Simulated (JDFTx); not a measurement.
As(1 1 -2 0) slab cut from bulk As (space group R-3m, indices of the conventional cell, lattice of the Materials Project entry mp-11, not re-optimised): 12 atoms in 6 planes, a 1x1 cell of 24.09 Å² (|a| = 4.292, |b| = 5.703 Å), 9.4 Å between the outermost planes, cell height 25.4 Å, 6×4×1 k mesh, Fermi smearing 0.01 Ha, no spin polarisation.

Computed with JDFTx (a modified build): PBE, GBRV ultrasoft potentials, plane waves to 20/100 Ha. Vacuum. The outer atoms relax from bulk positions, keeping the cell's symmetry; the lattice is not PBE's own optimum in this code, and that strain can shift the moves by a few hundredths of an ångström. Input:

```
lattice \
  8.1107938542 -1.9033533743 0.0000000000 \
  0.0000000000 10.6070492159 0.0000000000 \
  0.0000000000 0.0000000000 47.9990435655
coords-type Lattice
ion As 0.9488600000 0.2755700000 -0.1847844380 1
ion As 0.0511400000 0.7244300000 -0.1847844380 1
ion As 0.4488600000 0.7755700000 -0.1108706630 0
ion As 0.5511400000 0.2244300000 -0.1108706630 0
ion As 0.9488600000 0.2755700000 -0.0369568880 0
ion As 0.0511400000 0.7244300000 -0.0369568880 0
ion As 0.4488600000 0.7755700000 0.0369568880 0
ion As 0.5511400000 0.2244300000 0.0369568880 0
ion As 0.9488600000 0.2755700000 0.1108706630 0
ion As 0.0511400000 0.7244300000 0.1108706630 0
ion As 0.4488600000 0.7755700000 0.1847844380 1
ion As 0.5511400000 0.2244300000 0.1847844380 1
ion-species pseudo/as_pbe_v1.upf
elec-cutoff 20 100
elec-ex-corr gga-PBE
coulomb-interaction Slab 001
coulomb-truncation-embed 0 0 0
kpoint-folding 6 4 1
elec-smearing Fermi 0.01
lcao-params 10
elec-n-bands 46
electronic-scf nIterations 100 energyDiffThreshold 1e-07
ionic-minimize nIterations 10 energyDiffThreshold 1e-5 knormThreshold 4e-4
dump-name vac.$VAR
dump End State Ecomponents EigStats BandEigs Forces ElecDensity IonicPositions Fillings Kpoints Dtot
```

Q: How far do the free atoms of the upper face move along the normal, and how much energy is released?

A: As (atom 11) -0.12 Å, As (atom 12) -0.12 Å (positive: outward). The free energy falls by 0.119 eV per cell, 40 mJ/m².
